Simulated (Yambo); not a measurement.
Mg₂ZnO₃ (space group P-3m1, No. 164); a = b = 3.0330 Å, c = 7.4033 Å, α = β = 90.00°, γ = 120.00°. With the G0W0 scissor the direct gap on the mesh is 5.06 eV. Axes are Cartesian, with cell vectors (Å) (3.03, 0.00, 0.00), (-1.52, 2.63, 0.00), (0.00, 0.00, 7.40).

Does this run resolve the lowest exciton, and if so, what are its energy and binding? (Yambo, LDA bands; 9×9×4 mesh, 9 valence and 3 conduction bands, static screening with 50 bands and a 3 Ry block, scissor 2.11 eV, Tamm-Dancoff.)

No. The lowest state covers only about 1 of the 324 k points, so the mesh doesn't resolve it: its energy and its distance from the direct gap are mesh artefacts. An extended exciton needs a far denser mesh. The scissor comes from a G0W0 run whose convergence isn't established. 

Geometry of the Materials Project entry, not relaxed at this level.

The structure is a Materials Project entry; no match was found in the copy of COD used, and its stability was not checked.

With a shallow 3d shell G0W0 needs far more bands and larger blocks than here, so the scissor is uncertain by tenths of an eV or more.
